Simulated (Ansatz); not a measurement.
Consider the following.

KBr:
```
KBr
1.0
    0.00000     3.30442     3.30442
    3.30442     0.00000     3.30442
    3.30442     3.30442     0.00000
K Br
1 1
Direct
  0.00000   0.00000   0.00000
  0.50000   0.50000   0.50000
```

This is the r²SCAN-relaxed structure.

### Question
All from r²SCAN in the plane-wave PAW code Ansatz, unless another level is named. Predict the zero-point energy.

### Answer
16.9 meV/atom.

### Question
Give the Young's modulus.

### Answer
22.0 GPa.

### Question
Predict the vibrational entropy at 300 K.

### Answer
47.8 J/(K·mol of atoms).

### Question
What about the elastic constants (relaxed ions, GPa)?

### Answer
C11 = 38.7, C12 = 4.6, C44 = 5.3.

Space group Fm-3m (rock salt). Symmetry was held in the r²SCAN relaxation; phonons on a q-mesh show no instability.

Potentials: the later of the program's two PAW sets.
